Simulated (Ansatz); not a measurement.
Relaxed-ion elastic tensor of KF (rock salt, Fm-3m) in GPa (Voigt order), the program Ansatz at the PBEsol level (PAW); density 2.58 g/cm³, 18.68 Å³ per atom.

```
69.8  14.8  14.8   0.0   0.0   0.0
14.8  69.8  14.8   0.0   0.0   0.0
14.8  14.8  69.8   0.0   0.0   0.0
 0.0   0.0   0.0  13.6   0.0   0.0
 0.0   0.0   0.0   0.0  13.6   0.0
 0.0   0.0   0.0   0.0   0.0  13.6
```

### Question
Is the crystal mechanically stable?

### Answer
Yes: the smallest eigenvalue of C is 13.6 GPa.

### Question
Work out the Voigt, Reuss and Hill averages.

### Answer
K_V = 33.2, K_R = 33.2, K_H = 33.2; G_V = 19.1, G_R = 17.0, G_H = 18.1 GPa.

### Question
Give Young's modulus, Poisson's ratio, Pugh's ratio and the universal anisotropy index.

### Answer
E = 9KG/(3K + G) = 45.9 GPa; ν = 0.27; K/G = 1.83 (near the Pugh limit of 1.75, no verdict); A_U = 5G_V/G_R + K_V/K_R − 6 = 0.62.

### Question
Estimate the sound speeds and the Debye temperature.

### Answer
v_l = √((K + 4G/3)/ρ) = 4710 m/s, v_t = √(G/ρ) = 2650 m/s, mean 2940 m/s; Θ = (h/k)(3n/4πV)^(1/3) v_m = 330 K.

### Question
Give the Zener ratio and Young's modulus along [100], [110] and [111].

### Answer
A = 2C44/(C11 − C12) = 0.49; 1/E = S11 − 2(S11 − S12 − S44/2)Γ with Γ = 0, 1/4, 1/3 gives 64.6, 40.3, 35.9 GPa.

### Question
Solve the Christoffel equation for the three sound speeds along [100], [110], [111].

### Answer
Eigenvalues of C_ijkl n_j n_l equal ρv². In km/s, slowest first: [100] 2.29, 2.29, 5.20; [110] 2.29, 3.26, 4.65; [111] 2.97, 2.97, 4.46.

Symmetry was held in the PBEsol relaxation.

Potentials: the later of the program's two PAW sets.
